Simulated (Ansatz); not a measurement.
Pb (fcc, Cu type)

```yaml
crystal:
  lattice:
    - [4.99091, 0.00000, 0.00000]
    - [0.00000, 4.99091, 0.00000]
    - [0.00000, 0.00000, 4.99091]
  atoms:
    - { symbol: Pb, position: [0.00000, 0.00000, 0.00000] }
    - { symbol: Pb, position: [0.50000, 0.50000, 0.00000] }
    - { symbol: Pb, position: [0.50000, 0.00000, 0.50000] }
    - { symbol: Pb, position: [0.00000, 0.50000, 0.50000] }
```

In this cell atom 2 (Pb, nearest neighbour Pb at 3.529 Å; its periodic images, 5.0 Å or more away, move with it) is moved by s along Cartesian [110], unit vector (0.707, 0.707, 0.000); all other atoms and the cell stay fixed.

Calculation: r2SCAN (plane waves to 500 eV, PAW, scalar-relativistic; Ansatz, a quantum-chemistry and plane-wave program). k mesh 8×8×8 (Γ-centred), Fermi-Dirac smearing 0.05 eV. The energy includes the smearing's −TS. With partly filled bands, energies and forces of such displacements shift with the k mesh and the smearing. On this mesh the relaxed cell isn't quite at rest: it carries a pressure of 0.2 GPa (compression positive) at the zero of the scan. Pb was relaxed with its symmetry unable to fall. Spin-orbit coupling is left out, though Pb is heavy. ΔE is measured from the undisplaced structure. The last digit holds for this mesh only.

```tsv
s (Å)	ΔE (meV/cell)
-0.350	withheld
-0.280	25.52
-0.210	11.74
-0.140	4.15
-0.070	0.83
0.000	0.00
0.070	0.83
0.140	4.15
0.210	11.74
0.280	25.52
0.350	withheld
```

Question: Fit an even polynomial form (powers 2, 4, 6) to the given rows and predict ΔE at s = 0.350.

Answer: Least squares on the 9 given rows: ΔE = (159.6)·s² + (2807)·s⁴ + (-8818)·s⁶, in meV/cell with s in Å; root-mean-square residual 0.010 meV/cell. At 0.350 the fit gives 45.46 meV/cell; the calculation gives 48.18 meV/cell, so the extrapolation is off by -2.72 (-5.6 %). The quadratic term alone would give 19.55 meV/cell.

(For displaced atoms, the force is minus the slope of the energy, and its curvature is a force constant, which sets phonon frequencies.)
